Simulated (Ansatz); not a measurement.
RbMgF₃:
```yaml
crystal:
  lattice:
    - [4.06004, 0.00000, 0.00000]
    - [0.00000, 4.06004, 0.00000]
    - [0.00000, 0.00000, 4.06004]
  atoms:
    - { symbol: Rb, position: [0.00000, 0.00000, 0.00000] }
    - { symbol: Mg, position: [0.50000, 0.50000, 0.50000] }
    - { symbol: F, position: [0.00000, 0.50000, 0.50000] }
    - { symbol: F, position: [0.50000, 0.00000, 0.50000] }
    - { symbol: F, position: [0.50000, 0.50000, 0.00000] }
```

Relaxed with r²SCAN.

Problem. Give the Bader charges and basin volumes of the independent atoms, r²SCAN (plane waves, PAW; program Ansatz).

Solution. 

| atom | Bader charge (e) | Bader volume (Å³) |
|---|---|---|
| Rb1 | +0.89 | 20.8 |
| Mg2 | +1.80 | 4.6 |
| F3 | -0.90 | 13.8 |

Space group Pm-3m (cubic perovskite). The first step of the workflow began from a Materials Project structure, measured or hypothetical; the Crystallography Open Database copy checked does not list it. Its standing as an ambient phase is unchecked. Symmetry was held in the r²SCAN relaxation; whether a distortion lowers the energy is not shown.

Potentials: the later of the program's two PAW sets.
